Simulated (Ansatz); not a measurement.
Relaxed-ion elastic tensor of SnPt (NiAs type, P6_3/mmc) in GPa (Voigt order), LDA (plane waves, PAW; program Ansatz); density 13.29 g/cm³, 19.60 Å³ per atom.

```
 200   144   101   0.0   0.0   0.0
 144   200   101   0.0   0.0   0.0
 101   101   334   0.0   0.0   0.0
 0.0   0.0   0.0  68.7   0.0   0.0
 0.0   0.0   0.0   0.0  68.7   0.0
 0.0   0.0   0.0   0.0   0.0  28.0
```

Task: Is the crystal mechanically stable?

Result: Yes: the smallest eigenvalue of C is 28.0 GPa.

Task: Work out the Voigt, Reuss and Hill averages.

Result: K_V = 159, K_R = 156, K_H = 157; G_V = 58.9, G_R = 45.2, G_H = 52.1 GPa.

Task: Give Young's modulus, Poisson's ratio, Pugh's ratio and the universal anisotropy index.

Result: E = 9KG/(3K + G) = 141 GPa; ν = 0.35; K/G = 3.02 (ductile by the Pugh limit of 1.75); A_U = 5G_V/G_R + K_V/K_R − 6 = 1.53.

Task: Estimate the sound speeds and the Debye temperature.

Result: v_l = √((K + 4G/3)/ρ) = 4130 m/s, v_t = √(G/ρ) = 1980 m/s, mean 2230 m/s; Θ = (h/k)(3n/4πV)^(1/3) v_m = 246 K.

Task: Solve the Christoffel equation for the three sound speeds along x, y, z.

Result: Eigenvalues of C_ijkl n_j n_l equal ρv². In km/s, slowest first: x 1.45, 2.27, 3.88; y 1.45, 2.27, 3.88; z 2.27, 2.27, 5.01.

Task: How much does each axis shrink under pressure?

Result: Linear compressibilities β_i = Σ_j S_ij (j = 1 to 3): x 2.5, y 2.5, z 1.5 per TPa.

The workflow started from a Materials Project entry (that database holds measured and hypothetical structures alike); the Crystallography Open Database files this formula in space group No. 194, but the cells were not matched. Its standing as an ambient phase is unchecked. The LDA relaxation kept the symmetry of its start; its stability against distortions is not shown here. The run is not spin-polarised. As this level gives no gap, shear constants depend on the k-mesh and smearing (Fermi–Dirac, 0.1 eV here). Spin–orbit coupling is left out wherever it is not named.

Potentials: the later of the program's two PAW sets.
